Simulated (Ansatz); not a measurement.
Cu (simple cubic, Pm-3m) at seven volumes, plane-wave PAW PBEsol (Ansatz code), scaled uniformly. One row is withheld.

```json
[
 {"V (Å³/atom)": "11.957", "P (GPa)": "14.63"},
 {"V (Å³/atom)": "12.352", "P (GPa)": "8.86"},
 {"V (Å³/atom)": "12.746", "P (GPa)": "4.04"},
 {"V (Å³/atom)": "13.140", "P (GPa)": "0.00"},
 {"V (Å³/atom)": "13.534", "P (GPa)": "-3.38"},
 {"V (Å³/atom)": "13.928", "P (GPa)": "-6.22"},
 {"V (Å³/atom)": "14.323", "P (GPa)": "?"}
]
```

Question: Fit the shown pressures and predict the withheld one.

Answer: P = (3/2)B₀(x^(7/2) − x^(5/2))[1 + (3/4)(B′ − 4)(x − 1)] with x = (V₀/V)^(2/3). Least squares on the six rows gives V₀ = 13.140 Å³/atom, B₀ = 123 GPa, B′ = 4.88. At V = 14.323, x = 0.9441 and P = -8.60 GPa. The run itself gave -8.59 GPa.

The start of the workflow was typed in or built on a structure type; neither database checked (COD, Materials Project) lists it. It is not the phase usual at ambient conditions (space group No. 225). The cell was relaxed with PBEsol under the symmetry of its start. At this level the phase is mechanically unstable. No spin polarisation was allowed.

Potentials: the later of the program's two PAW sets.
